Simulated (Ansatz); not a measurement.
Input and command of a plane-wave DFT calculation in Ansatz:

```yaml
crystal:
  lattice:
    - [2.8843249483, 0.0, 0.0]
    - [-1.4421624742, 2.497898678, 0.0]
    - [0.0, 0.0, 9.6168570938]
  atoms:
    - { symbol: Al, position: [0.0, 0.0, 0.14999233] }
    - { symbol: Al, position: [0.0, 0.0, 0.85000767] }
    - { symbol: O, position: [0.3333333333, 0.6666666667, 0.22231692] }
    - { symbol: O, position: [0.6666666667, 0.3333333333, 0.0] }
    - { symbol: O, position: [0.3333333333, 0.6666666667, 0.77768308] }
basis:
  ecutwfc: 500
kpoints:
  mp_grid: { grid: [12, 12, 4] }
hamiltonian:
  xc: r2scan
scf:
  occupations: { method: gaussian, width: 0.05 }
output:
  forces: true
  stress: true
  eigenvalues: true
```

```bash
ansatz run input.yaml --threads 1 --pin off --max-ram 2560MiB --backend cpu --events-out ev --progress --plain --runs-dir out
```

Processor: Intel(R) Xeon(R) 6975P-C (Granite Rapids), 1 thread, on a host shared with other jobs.

Estimate time, memory and problem size.

About 7.2 s on 1 thread of Intel(R) Xeon(R) 6975P-C (Granite Rapids), with other jobs on the host, peak memory 0.6 GiB. It solves 17 bands at 57 k points (the mesh reduced by symmetry) with about 1763 plane waves, in 8 SCF iterations.
